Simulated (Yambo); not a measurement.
Absorption of BaF$_{2}$ (fluorite, space group Fm-3m, No. 225) with and without the electron-hole interaction (Yambo, LDA bands; 8×8×8 mesh, 6 valence and 3 conduction bands, static screening with 34 bands and a 4 Ry block, scissor 3.29 eV, Tamm-Dancoff; field along x).

```json
[
 {"E (eV)": "8.10", "Im ε, BSE": "0.10", "Im ε, independent quasiparticles": "0.02"},
 {"E (eV)": "8.20", "Im ε, BSE": "0.11", "Im ε, independent quasiparticles": "0.02"},
 {"E (eV)": "8.30", "Im ε, BSE": "0.13", "Im ε, independent quasiparticles": "0.02"},
 {"E (eV)": "8.40", "Im ε, BSE": "0.15", "Im ε, independent quasiparticles": "0.02"},
 {"E (eV)": "8.50", "Im ε, BSE": "0.19", "Im ε, independent quasiparticles": "0.02"},
 {"E (eV)": "8.60", "Im ε, BSE": "0.23", "Im ε, independent quasiparticles": "0.02"},
 {"E (eV)": "8.70", "Im ε, BSE": "0.30", "Im ε, independent quasiparticles": "0.03"},
 {"E (eV)": "8.80", "Im ε, BSE": "0.41", "Im ε, independent quasiparticles": "0.03"},
 {"E (eV)": "8.90", "Im ε, BSE": "0.60", "Im ε, independent quasiparticles": "0.03"},
 {"E (eV)": "9.00", "Im ε, BSE": "0.95", "Im ε, independent quasiparticles": "0.03"},
 {"E (eV)": "9.10", "Im ε, BSE": "1.69", "Im ε, independent quasiparticles": "0.03"},
 {"E (eV)": "9.20", "Im ε, BSE": "3.15", "Im ε, independent quasiparticles": "0.03"},
 {"E (eV)": "9.30", "Im ε, BSE": "4.13", "Im ε, independent quasiparticles": "0.04"},
 {"E (eV)": "9.40", "Im ε, BSE": "2.72", "Im ε, independent quasiparticles": "0.04"},
 {"E (eV)": "9.50", "Im ε, BSE": "1.54", "Im ε, independent quasiparticles": "0.05"},
 {"E (eV)": "9.60", "Im ε, BSE": "1.04", "Im ε, independent quasiparticles": "0.05"},
 {"E (eV)": "9.70", "Im ε, BSE": "0.92", "Im ε, independent quasiparticles": "0.06"},
 {"E (eV)": "9.80", "Im ε, BSE": "1.01", "Im ε, independent quasiparticles": "0.06"},
 {"E (eV)": "9.90", "Im ε, BSE": "0.99", "Im ε, independent quasiparticles": "0.07"},
 {"E (eV)": "10.00", "Im ε, BSE": "0.93", "Im ε, independent quasiparticles": "0.09"},
 {"E (eV)": "10.10", "Im ε, BSE": "1.06", "Im ε, independent quasiparticles": "0.11"},
 {"E (eV)": "10.20", "Im ε, BSE": "1.50", "Im ε, independent quasiparticles": "0.14"},
 {"E (eV)": "10.30", "Im ε, BSE": "2.08", "Im ε, independent quasiparticles": "0.18"},
 {"E (eV)": "10.40", "Im ε, BSE": "2.00", "Im ε, independent quasiparticles": "0.21"},
 {"E (eV)": "10.50", "Im ε, BSE": "1.67", "Im ε, independent quasiparticles": "0.30"},
 {"E (eV)": "10.60", "Im ε, BSE": "1.58", "Im ε, independent quasiparticles": "0.47"},
 {"E (eV)": "10.70", "Im ε, BSE": "1.65", "Im ε, independent quasiparticles": "0.60"},
 {"E (eV)": "10.80", "Im ε, BSE": "1.82", "Im ε, independent quasiparticles": "0.56"},
 {"E (eV)": "10.90", "Im ε, BSE": "1.92", "Im ε, independent quasiparticles": "0.54"},
 {"E (eV)": "11.00", "Im ε, BSE": "1.92", "Im ε, independent quasiparticles": "0.63"},
 {"E (eV)": "11.10", "Im ε, BSE": "2.01", "Im ε, independent quasiparticles": "0.76"},
 {"E (eV)": "11.20", "Im ε, BSE": "1.95", "Im ε, independent quasiparticles": "0.92"},
 {"E (eV)": "11.30", "Im ε, BSE": "2.24", "Im ε, independent quasiparticles": "1.07"},
 {"E (eV)": "11.40", "Im ε, BSE": "2.66", "Im ε, independent quasiparticles": "1.08"},
 {"E (eV)": "11.50", "Im ε, BSE": "3.11", "Im ε, independent quasiparticles": "1.13"},
 {"E (eV)": "11.60", "Im ε, BSE": "3.43", "Im ε, independent quasiparticles": "1.08"},
 {"E (eV)": "11.70", "Im ε, BSE": "3.52", "Im ε, independent quasiparticles": "1.04"},
 {"E (eV)": "11.80", "Im ε, BSE": "2.87", "Im ε, independent quasiparticles": "1.11"},
 {"E (eV)": "11.90", "Im ε, BSE": "2.57", "Im ε, independent quasiparticles": "1.17"},
 {"E (eV)": "12.00", "Im ε, BSE": "1.92", "Im ε, independent quasiparticles": "1.11"},
 {"E (eV)": "12.10", "Im ε, BSE": "1.55", "Im ε, independent quasiparticles": "1.18"},
 {"E (eV)": "12.20", "Im ε, BSE": "1.29", "Im ε, independent quasiparticles": "1.49"},
 {"E (eV)": "12.30", "Im ε, BSE": "1.14", "Im ε, independent quasiparticles": "1.74"},
 {"E (eV)": "12.40", "Im ε, BSE": "1.02", "Im ε, independent quasiparticles": "1.61"},
 {"E (eV)": "12.50", "Im ε, BSE": "0.83", "Im ε, independent quasiparticles": "1.36"},
 {"E (eV)": "12.60", "Im ε, BSE": "0.79", "Im ε, independent quasiparticles": "1.29"},
 {"E (eV)": "12.70", "Im ε, BSE": "0.73", "Im ε, independent quasiparticles": "1.33"},
 {"E (eV)": "12.80", "Im ε, BSE": "0.75", "Im ε, independent quasiparticles": "1.52"},
 {"E (eV)": "12.90", "Im ε, BSE": "0.70", "Im ε, independent quasiparticles": "1.99"},
 {"E (eV)": "13.00", "Im ε, BSE": "0.66", "Im ε, independent quasiparticles": "2.44"}
]
```

The scissor comes from a G0W0 run whose convergence isn't established. Broadening 0.15 eV. The band window holds all transitions up to 13.0 eV. Fine structure above the onset can come from the mesh.

Geometry relaxed with LDA; primitive cell a = 4.270 Å, b = 4.270 Å, c = 4.270 Å, α = 60.00°, β = 60.00°, γ = 60.00°.
